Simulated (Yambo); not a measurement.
Optical response of RhIn

```
CELL_PARAMETERS angstrom
      3.20968     0.00000     0.00000
      0.00000     3.20968     0.00000
      0.00000     0.00000     3.20968
ATOMIC_POSITIONS crystal
  Rh 0.50000 0.50000 0.50000
  In 0.00000 0.00000 0.00000
```

Yambo, RPA with local fields on LDA bands; 16×16×16 mesh, 53 bands, 4 Ry local-field block, 0.25 eV broadening; field along x.

```
E (eV)  Im ε  Im ε, independent particles
------  ----  ---------------------------
0.6     21.0                         20.9
1.0     16.1                         16.1
1.4     16.1                         16.1
1.8     16.1                         16.2
2.1     12.5                         12.7
2.5     12.4                         12.5
2.9     10.5                         10.6
3.2     8.57                         8.69
3.6     6.66                         6.74
4.0     6.37                         6.45
4.4     7.10                         7.19
4.8     9.75                         9.90
5.1     9.32                         9.54
5.5     9.05                         9.22
5.9     10.4                         10.4
6.2     10.8                         10.5
6.6     9.71                         9.38
7.0     8.21                         7.93
7.4     6.35                         6.18
7.8     5.32                         5.22
8.1     4.61                         4.53
8.5     3.92                         3.90
8.9     3.42                         3.43
9.2     3.26                         3.32
9.6     2.74                         2.79
10.0    2.40                         2.48
10.4    2.28                         2.38
10.8    2.22                         2.34
11.1    2.04                         2.16
11.5    1.83                         1.94
11.9    1.72                         1.87
12.2    1.60                         1.74
12.6    1.57                         1.74
13.0    1.74                         1.98
13.4    2.00                         2.26
13.8    1.82                         2.02
14.1    1.71                         1.93
14.5    1.57                         1.75
14.9    1.48                         1.67
15.2    1.27                         1.45
15.6    1.12                         1.31
16.0    1.12                         1.30
16.4    1.05                         1.20
16.8    0.98                         1.13
17.1    0.96                         1.13
17.5    0.92                         1.12
17.9    0.91                         1.11
18.2    0.81                         0.99
18.6    0.75                         0.95
19.0    0.72                         0.96
19.4    0.75                         1.01
19.8    0.77                         1.05
```

Only interband transitions are included: the Drude term is missing, so nothing below about 0.6 eV and no real part is shown. Peak heights and small wiggles depend on the k mesh.

Spin-orbit coupling is not included.

Geometry of the Materials Project entry, not relaxed at this level.
